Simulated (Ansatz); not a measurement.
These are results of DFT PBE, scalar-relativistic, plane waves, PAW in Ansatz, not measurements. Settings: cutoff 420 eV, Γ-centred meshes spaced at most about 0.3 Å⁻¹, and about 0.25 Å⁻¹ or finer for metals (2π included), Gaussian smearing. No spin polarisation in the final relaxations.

Temperature and zero-point effects are left out. All come from trial cells, and lower structures may exist.

Problem. Order these relaxed structures of GaSi by energy, lowest first, with the energy over the lowest of them.
A.

```
Ga Si
1.0
     5.04046    0.00000    0.00000
     0.00000    5.15148    0.00000
     0.00000    0.00000    2.65197
Ga Si
2 2
Direct
  0.75000 0.50000 0.24920
  0.25000 0.50000 0.75080
  0.75000 0.00000 0.05302
  0.25000 0.00000 0.94698
```

B.

```
Ga Si
1.0
     2.60644    0.00000    0.00000
     0.00000    2.60644    0.00000
     0.00000    0.00000    5.23794
Ga Si
1 1
Direct
  0.50000 0.50000 0.50000
  0.50000 0.50000 0.00000
```

Solution. A (0 meV/atom), B (45 meV/atom). Forms: A Pmma; B P4/mmm. Counting Si atoms around Ga (those within 1.25 times the shortest such distance or 1.15 times the sum of covalent radii, 1.27 where that leaves under three): A has Ga 2; B has Ga 2. A holds Si–Si nets (shortest 2.54 Å); in B the shortest Si–Si distance is 2.61 Å, near bonding range too. Even the lowest lies +0.22 eV/atom against the elements.

A magnetic state wasn't ruled out in cells without spin, among them P4/mmm. Cells relaxed within their symmetry can be saddle points. The Pmma cell of GaSi came from shaking the P4/mmm one. Some candidate types were left out of the draw beforehand, so a known form may be missing.
